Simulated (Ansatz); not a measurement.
Starting cell, Al (fcc, Cu type):

```
Al
1.0
    0.00000     4.03999     4.03999
    2.01999     0.00000     2.01999
    2.01999     2.01999     0.00000
Al
2
Direct
  0.00000   0.00000   0.00000
  0.50000   0.00000   0.00000
```

The atoms are displaced by Q × the pattern below (from a DFPT mode at L = (0.5, 0.0, 0.0), largest move 1; Q in Å), at fixed cell. (q is in reciprocal vectors of the primitive cell; the cell shown is doubled to hold the pattern.)

```csv
atom,x,y,z
Al1,-0.577,0.577,0.577
Al2,0.577,-0.577,-0.577
```

Calculation: PBE (plane waves to 420 eV, PAW, scalar-relativistic; Ansatz, an electronic-structure program). k mesh 10×20×20 (Γ-centred), Fermi-Dirac smearing 0.05 eV. The energy includes the smearing's −TS. With partly filled bands, energies and forces of such displacements shift with the k mesh and the smearing. Al was relaxed with its symmetry unable to fall. The PAW data are Ansatz's earlier set. The zero of ΔE is the undisplaced structure. The last digit holds for this mesh only.

```
Q (Å)    ΔE (meV/cell)
-------  -------------
-0.1000          103.5
-0.0833           71.6
-0.0667           45.7
-0.0500       withheld
-0.0333           11.4
-0.0167            2.8
0.0000             0.0
0.0167             2.8
0.0333            11.4
0.0500        withheld
0.0667            45.7
0.0833            71.6
0.1000           103.5
```

Problem. Fit an even polynomial form (powers 2, 4) to the given rows and predict ΔE at Q = 0.0500.

Solution. Least squares on the 11 given rows: ΔE = (10230)·Q² + (12380)·Q⁴, in meV/cell with Q in Å; root-mean-square residual 0.04 meV/cell. At 0.0500 the fit gives 25.7 meV/cell; the calculation gives 25.7 meV/cell, the same to the digits shown. The quadratic term alone would give 25.6 meV/cell.

(A displaced cell: forces are minus the slopes of the energy, force constants its curvatures, and phonons follow from these.)
